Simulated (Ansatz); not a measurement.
# Piezoelectric tensor of CdTe at 18 GPa (stress–strain coefficients)

Method: DFT LDA, scalar-relativistic, plane waves, PAW in Ansatz 0.2.0. Cutoff 420 eV, 8×8×8 k-points (Γ-centred), fixed occupations. No spin polarisation.

The cell, relaxed at 18 GPa:
```yaml
crystal:
  lattice:
    - [0.00000, 2.97136, 2.97136]
    - [2.97136, 0.00000, 2.97136]
    - [2.97136, 2.97136, 0.00000]
  atoms:
    - { symbol: Cd, position: [0.00000, 0.00000, 0.00000] }
    - { symbol: Te, position: [0.75000, 0.75000, 0.75000] }
```

 The real crystal has changed phase below this pressure.

Task: Give the relaxed-ion proper piezoelectric stress tensor e_iJ (C/m², Voigt columns xx yy zz yz xz xy).

Result:
```
x    0.000  0.000  0.000 -0.400  0.000  0.000
y    0.000  0.000  0.000  0.000 -0.400  0.000
z    0.000  0.000  0.000  0.000  0.000 -0.400
```
Signs follow the orientation of the cell as given.

Task: With the elastic constants (GPa, Voigt order)
```
122.6 122.5 122.5   0.0   0.0   0.0
122.5 122.6 122.5   0.0   0.0   0.0
122.5 122.5 122.6   0.0   0.0   0.0
  0.0   0.0   0.0   4.5   0.0   0.0
  0.0   0.0   0.0   0.0   4.5   0.0
  0.0   0.0   0.0   0.0   0.0   4.5
```
find the strain coefficients d = e·C⁻¹ (pC/N).

Result:
```
x     0.0   0.0   0.0 -88.9   0.0   0.0
y     0.0   0.0   0.0   0.0 -88.9   0.0
z     0.0   0.0   0.0   0.0   0.0 -88.9
```

Cost: 1 run of about 4.5 core-minutes, on AMD EPYC (Zen 3) (shared hosts).